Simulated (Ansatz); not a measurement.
Method: Ansatz, DFT PBE, scalar-relativistic, plane waves, PAW. Settings: cutoff 420 eV, Γ-centred meshes spaced at most about 0.3 Å⁻¹, and about 0.25 Å⁻¹ or finer for metals (2π included), Gaussian smearing. No spin polarisation in the final relaxations.

These are static total energies at zero pressure.

Two forms of InSb2 were relaxed alike.

A.

```
CELL_PARAMETERS angstrom
3.18502 0.00000 0.00000
0.00000 3.18502 0.00000
0.00000 0.00000 8.67801
ATOMIC_POSITIONS crystal
In 0.50000 0.50000 0.50000
Sb 0.00000 0.00000 0.82732
Sb 0.00000 0.00000 0.17268
```

B.

```
CELL_PARAMETERS angstrom
5.70847 0.00000 0.00000
-2.85423 4.94368 0.00000
0.00000 0.00000 3.06127
ATOMIC_POSITIONS crystal
In 0.00000 0.00000 0.50000
Sb 0.33333 0.66667 0.50000
Sb 0.66667 0.33333 0.50000
```

Question: Which form is favoured at zero pressure, and by what margin per atom?

Answer: A is lower, by 29 meV/atom. A has space group P4/mmm (No. 123), 29.3 Å³/atom and no gap on its mesh; B has space group P6/mmm (No. 191), 28.8 Å³/atom and no gap. Counting Sb atoms around In (those within 1.25 times the shortest such distance or 1.15 times the sum of covalent radii; the shortest distance is added where it is long for a bond), A has In 8 from 3.6 Å and B has In 6. A holds Sb–Sb pairs (shortest 3.00 Å); in B the shortest Sb–Sb distance is 3.06 Å, near bonding range too. Even the lower one lies +0.07 eV/atom against the reference forms of the elements (uncorrected), so neither is stable at this level. In A, In has 4 In at 3.19 Å and 8 Sb at 3.62 Å; Sb is surrounded by 1 Sb at 3.00 Å, 4 Sb at 3.19 Å and 4 In at 3.62 Å. In B, In has 2 In at 3.06 Å and 6 Sb at 3.30 Å; Sb has 2 Sb at 3.06 Å, 3 In at 3.30 Å and 3 Sb at 3.30 Å. Both come from invented guesses.

These runs have no spin–orbit coupling, which can matter for Sb. Cells relaxed within their symmetry can be saddle points.
